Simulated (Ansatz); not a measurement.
The calculation used DFT PBE, scalar-relativistic, plane waves, PAW in Ansatz 0.2.0. All cells share a 420 eV cutoff and Γ-centred k meshes spaced at most about 0.3 Å⁻¹ (about 0.25 or finer for metals, 2π included). No spin polarisation in the final relaxations.

Temperature and zero-point effects are left out. All come from trial cells, and lower structures may exist.

**Question.** These unrelaxed guesses for Ta3WN2 are each relaxed within their symmetry. Order them by the energy at which they end, lowest first.
A.

```cif
data_structure
_symmetry_space_group_name_H-M 'P4/mmm'
_symmetry_Int_Tables_number 123
_cell_length_a 3.0884
_cell_length_b 3.0884
_cell_length_c 11.4926
_cell_angle_alpha 90.000
_cell_angle_beta 90.000
_cell_angle_gamma 90.000
_cell_volume 109.62
loop_
_atom_site_label
_atom_site_type_symbol
_atom_site_symmetry_multiplicity
_atom_site_Wyckoff_symbol
_atom_site_fract_x
_atom_site_fract_y
_atom_site_fract_z
_atom_site_occupancy
Ta1 Ta 2 g 0.00000 0.00000 0.66477 1
Ta2 Ta 1 d 0.50000 0.50000 0.50000 1
W1 W 1 a 0.00000 0.00000 0.00000 1
N1 N 2 h 0.50000 0.50000 0.86814 1
```

B.

```cif
data_structure
_symmetry_space_group_name_H-M 'P6/mmm'
_symmetry_Int_Tables_number 191
_cell_length_a 5.5517
_cell_length_b 5.5517
_cell_length_c 3.1183
_cell_angle_alpha 90.000
_cell_angle_beta 90.000
_cell_angle_gamma 120.000
_cell_volume 83.23
loop_
_atom_site_label
_atom_site_type_symbol
_atom_site_symmetry_multiplicity
_atom_site_Wyckoff_symbol
_atom_site_fract_x
_atom_site_fract_y
_atom_site_fract_z
_atom_site_occupancy
Ta1 Ta 3 g 0.50000 0.00000 0.50000 1
W1 W 1 a 0.00000 0.00000 0.00000 1
N1 N 2 c 0.33333 0.66667 0.00000 1
```

**Answer.** B (ends in P6/mmm, 0 meV/atom), A (ends in P4/mmm, 0.36 eV/atom).

These runs have no spin–orbit coupling, which can matter for Ta and W. Cells relaxed within their symmetry can be saddle points. Some types were kept out of the candidates beforehand, so the set may lack a known form.
